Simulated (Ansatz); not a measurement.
Ir:
```yaml
crystal:
  lattice:
    - [0.00000, 1.93514, 1.93514]
    - [1.93514, 0.00000, 1.93514]
    - [1.93514, 1.93514, 0.00000]
  atoms:
    - { symbol: Ir, position: [0.00000, 0.00000, 0.00000] }
```

Relaxed with PBE in the plane-wave PAW code Ansatz. Indices refer to the conventional cell of Fm-3m, a = b = c = 3.8703 Å, α = β = γ = 90.00°.

Task: Simulate the powder diffraction pattern (Cu Kα, λ = 1.54184 Å; lines above 1 %) up to 2θ = 90°.

Result: Simulated powder pattern, Cu Kα, λ = 1.54184 Å (kinematic, ideal powder, no thermal factors, no anomalous dispersion; the 30 strongest lines at most, above 1 %, up to 2θ = 90°):

```csv
2θ (°),d (Å),I/Imax (%),hkl
40.36,2.235,100,(111)
46.95,1.935,49,(200)
68.58,1.368,33,(220)
82.70,1.167,40,(311)
87.26,1.117,12,(222)
```

The cell was relaxed with PBE under the symmetry of its start. The run is not spin-polarised. Spin–orbit coupling is left out wherever it is not named.

Potentials: the earlier of the program's two PAW sets.
